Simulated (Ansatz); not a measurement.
Values for one crystal, relaxed and computed with the program Ansatz at the PBEsol level (PAW); other levels are named.

| Quantity | Result |
|---|---|
| Volume per atom | 12.94 Å³ |
| Electronic character | metallic (no gap) |
| Bulk modulus (Birch–Murnaghan fit) | 217 GPa |
| Pressure derivative B′ | 4.0 |
| Debye temperature from the elastic constants | 486 K |
| Mechanical stability | stable (all eigenvalues of C positive) |
| Poisson's ratio | 0.31 |

Which of these materials gives this?
A. SrCoO3, cubic perovskite
B. YSe, rock salt
C. YTaN3, cubic perovskite
D. GaN, P-6m2 (Ga on 1a, N on 1f)

C, YTaN3, cubic perovskite

Space group Pm-3m (cubic perovskite). The start of the workflow was typed in or built on a structure type; neither database checked (COD, Materials Project) lists it. Its standing as an ambient phase is unchecked. The PBEsol relaxation kept the symmetry of its start. At this level the phase is dynamically unstable (imaginary phonons). No spin polarisation was allowed. With an odd number of electrons in the cell and no spin polarisation, the count alone makes it a metal. As this level gives no gap, shear constants depend on the k-mesh and smearing (Fermi–Dirac, 0.1 eV here). Scalar-relativistic: spin–orbit coupling is off unless named, which matters more the heavier the elements.

Potentials: the later of the program's two PAW sets.
